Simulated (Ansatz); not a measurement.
A relaxed cell of Li2TaO2 is given with its symmetry left out. The cell was found from a structure generator's guess, not taken from experiment.

Theory: DFT PBE, scalar-relativistic, plane waves, PAW (Ansatz 0.2.0). Cutoff 420 eV, Γ-centred mesh, Gaussian smearing, no spin polarisation.

```cif
data_structure
_symmetry_space_group_name_H-M 'P 1'
_symmetry_Int_Tables_number 1
_cell_length_a 3.9193
_cell_length_b 3.9193
_cell_length_c 3.6605
_cell_angle_alpha 90.000
_cell_angle_beta 90.000
_cell_angle_gamma 120.000
_cell_volume 48.70
loop_
_atom_site_label
_atom_site_type_symbol
_atom_site_fract_x
_atom_site_fract_y
_atom_site_fract_z
_atom_site_occupancy
Li1 Li 0.33333 0.66667 0.50000 1
Li2 Li 0.66667 0.33333 0.50000 1
Ta1 Ta 0.00000 0.00000 0.00000 1
O1 O 0.33333 0.66667 0.00000 1
O2 O 0.66667 0.33333 0.00000 1
```

Formation energies are uncorrected and refer to the elements' standard structures at the same level (O₂ as a molecule).

Task: What space group does it have?

Result: P6/mmm (No. 191). Conventional cell: a = 3.919 Å, c = 3.661 Å. Li is surrounded by 2 O at 1.83 Å, 3 Li at 2.26 Å, 6 O at 2.91 Å and 6 Ta at 2.91 Å; Ta has 6 O at 2.26 Å and 12 Li at 2.91 Å; around O lie 2 Li at 1.83 Å, 3 O at 2.26 Å and 3 Ta at 2.26 Å.

Task: How far does it lie from the elements in energy?

Result: −1.23 eV/atom.

Task: Is it a metal?

Result: Yes, bands cross the Fermi level on the 12×12×10 mesh.

The last run used a 12×12×10 mesh (in the run's order of axes) for its 5-atom cell and Gaussian smearing of 0.10 eV. These runs have no spin–orbit coupling, which can matter for Ta. An odd number of electrons in the primitive cell allows no gap without spin; a larger cell or a magnetic state could open one. A structure relaxed within its symmetry needn't be a true minimum. Another cell of Li2TaO2 relaxed alike, in P-3m1, lies 0.51 eV/atom lower, so this cell isn't the stable form at this level.
